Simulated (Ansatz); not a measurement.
Bi₂Pd:
```
CELL_PARAMETERS angstrom
     -1.69163     1.69163     6.61313
      1.69163    -1.69163     6.61313
      1.69163     1.69163    -6.61313
ATOMIC_POSITIONS crystal
  Pd 0.00000 0.00000 0.00000
  Bi 0.36708 0.36708 0.00000
  Bi 0.63292 0.63292 0.00000
```

Relaxed with r²SCAN. Special points in fractions of this cell's reciprocal vectors: Γ (0.000, 0.000, 0.000); X (0.000, 0.000, 0.500); P (0.250, 0.250, 0.250); N (0.000, 0.500, 0.000); M (0.500, 0.500, -0.500); S (0.266, 0.734, -0.266); S0 (-0.266, 0.266, 0.266); R (-0.033, 0.033, 0.500); G (0.500, 0.500, -0.033).

Q: List the band energies nearest the Fermi level at these points for DFT-r²SCAN in the program Ansatz with PAW potentials.

A: In eV from the Fermi level; about four levels below and three above (degenerate sets whole), none deeper than 8.9 eV; points with the same levels are listed once.

| k | below | above |
|---|---|---|
| Γ | -3.35 -3.35 -2.94 -2.74 | 1.46 2.38 2.38 |
| X | -3.46 -3.03 -2.18 -0.86 | 0.34 1.09 1.40 |
| P | -3.05 -2.18 -0.29 -0.29 | 1.11 1.29 2.49 |
| N | -3.35 -2.98 -2.45 -1.96 | 1.18 4.53 4.65 |
| M | -3.32 -3.32 -2.74 -2.71 -1.86 | 1.63 1.63 4.67 4.67 |
| S | -3.06 -2.98 -2.84 -1.70 | 1.39 3.12 4.74 |
| R | -3.54 -2.95 -2.18 -0.99 | 0.36 1.14 1.53 |

Space group I4/mmm (MoSi2 or CaC2 type). The workflow started from an entry of the Crystallography Open Database (COD), which files this formula under 2 space groups. Its standing as an ambient phase is unchecked. The cell was relaxed with r²SCAN under the symmetry of its start; its stability against distortions is not shown here. The run is not spin-polarised. Spin–orbit coupling is left out wherever it is not named.

Potentials: the later of the program's two PAW sets.
